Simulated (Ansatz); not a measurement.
A geometry of AlNi3 away from equilibrium: step 3 of the relaxation of a relaxed AlNi3 cell, doubled along one cell vector, shaken by Gaussian noise of σ = 0.08 Å a coordinate. All values below come from PBEsol (plane waves to 420 eV, PAW, scalar-relativistic; Ansatz, an electronic-structure program). Γ-centred k-mesh 9×5×8 on the run's cell (coarser than for final values), Fermi–Dirac smearing 0.05 eV.

```xyz
8
Lattice="4.0447 -0.0032 -0.0225 -4.0502 7.0169 0.0459 -0.0242 0.0145 4.3258" Properties=species:S:1:pos:R:3:forces:R:3 pbc="T T T" free_energy=-35873.518 pressure_GPa=-0.3
Ni    -0.0031    -0.0911     2.2359    0.0468   -0.3992    0.2572
Ni    -2.4453     3.8909     2.2459   -0.8234    0.9816    0.2660
Ni     0.0052     2.3356     0.0214    0.5204   -0.4925    0.0933
Ni    -2.0311     5.7907     0.2307    0.2673   -0.2551    0.6523
Ni     2.0061     1.0823    -0.1968    0.4147    0.1639   -0.8699
Ni     0.0162     4.6501    -0.1845    0.0846    0.1526   -0.6971
Al     0.0259    -0.0157     0.0737   -0.5017   -0.0601    0.1921
Al    -1.9677     3.4218     0.1011   -0.0088   -0.0911    0.1064
```

Positions in Å, forces in eV/Å, free energy of the cell in eV (comparable only within this code, potentials and settings). Largest force: 1.31 eV/Å, on Ni2 (atoms numbered as listed); the geometry lies 1.06 eV/atom above the end of its relaxation.

No spin polarisation in the result. A magnetic state may lie lower.

The end of the path is a generated cell of AlNi3: the first start was made by placing the elements on the sites of a structure type, and the end was not matched to a known phase here, so it may be hypothetical. Known forms of AlNi3 include space group No. 221.
